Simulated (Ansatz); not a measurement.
One crystal and one scan (scan of one atom of the cell) at two levels, r2SCAN (plane waves to 500 eV, PAW, scalar-relativistic; Ansatz, a first-principles code) and PBE (plane waves to 420 eV, PAW, scalar-relativistic; Ansatz), each from its own relaxed cell and on its own mesh. The cell shown is that of r2SCAN.

Starting cell, AgCl (rock salt):

```
CELL_PARAMETERS angstrom
      0.00000     5.54504     5.54504
      2.77252     0.00000     2.77252
      2.77252     2.77252     0.00000
ATOMIC_POSITIONS crystal
  Cl 0.00000 0.00000 0.00000
  Cl 0.50000 0.00000 0.00000
  Ag 0.25000 0.50000 0.50000
  Ag 0.75000 0.50000 0.50000
```

In each cell atom 1 (Cl, nearest neighbour Ag at 2.773 Å; its periodic images, 3.9 Å or more away, move with it) moves by s·(0.000, 0.000, 1.000) (along Cartesian z), the rest being held.

E stands for the smeared free energy. AgCl was relaxed with its symmetry unable to fall. Percentages come from the unrounded values. Both scans cover s from -0.280 to 0.280 Å.

Results of r2SCAN:

```
Item                                                                                                                      Result
----------------------------------------------------------------  --------------------------------------------------------------
Lattice constant a (Å)                                                                                                     5.545
Energy at s = 0.280 Å (meV/cell)                                                                                            80.7
Force along the line at s = -0.280 Å (eV/Å)                                                                                0.686
Force constant k = d²E/ds² at s = 0 (finite differences) (eV/Å²)                                                            1.68
Symmetry of the curve                                                                              even: the same for both signs
Shape of the curve                                                a single well with its minimum at or next to zero displacement
```

What does PBE give for the same quantities?


```
quantity                                                            PBE     r2SCAN − PBE
----------------------------------------------------------------  -----  ---------------
Lattice constant a (Å)                                            5.611  -0.066 (-1.2 %)
Energy at s = 0.280 Å (meV/cell)                                   56.3    +24.4 (+43 %)
Force along the line at s = -0.280 Å (eV/Å)                       0.495   +0.191 (+39 %)
Force constant k = d²E/ds² at s = 0 (finite differences) (eV/Å²)   1.12    +0.56 (+50 %)
```

r2SCAN gives the higher value for: energy at s = 0.280 Å; force along the line at s = -0.280 Å; force constant k = d²E/ds² at s = 0. r2SCAN gives the lower value for: lattice constant a. Both give the same symmetry of the curve: even: the same for both signs.

(For displaced atoms, the force is minus the slope of the energy, and its curvature is a force constant, which sets phonon frequencies.)
